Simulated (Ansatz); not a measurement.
As:
```yaml
crystal:
  lattice:
    - [2.70253, 0.00000, 0.00000]
    - [0.00000, 2.70253, 0.00000]
    - [0.00000, 0.00000, 2.70253]
  atoms:
    - { symbol: As, position: [0.50000, 0.50000, 0.50000] }
```

Relaxed with r²SCAN. Special points in fractions of this cell's reciprocal vectors: Γ (0.000, 0.000, 0.000); X (0.000, 0.500, 0.000); M (0.500, 0.500, 0.000); R (0.500, 0.500, 0.500).

**Question.** List the band energies nearest the Fermi level at these points for r²SCAN (plane waves, PAW; program Ansatz).

**Answer.** In eV from the Fermi level; about four levels below and three above (degenerate sets whole), none deeper than 8.9 eV; … stands for higher levels left out; points with the same levels are listed once.

| k | below | above |
|---|---|---|
| Γ | – | 4.30 4.30 4.30 |
| X | -7.32 | 6.73 6.73 11.77 |
| M | -4.60 -4.60 | 2.85 9.06 … |
| R | -4.96 -2.09 -2.09 -2.09 | … |

Space group Pm-3m. The workflow started from a Materials Project entry (that database holds measured and hypothetical structures alike); the Crystallography Open Database copy checked does not list it. It is not the phase usual at ambient conditions (space group No. 166). The r²SCAN relaxation kept the symmetry of its start; whether a distortion lowers the energy is not shown. Spin–orbit coupling is left out wherever it is not named.

Potentials: the later of the program's two PAW sets.
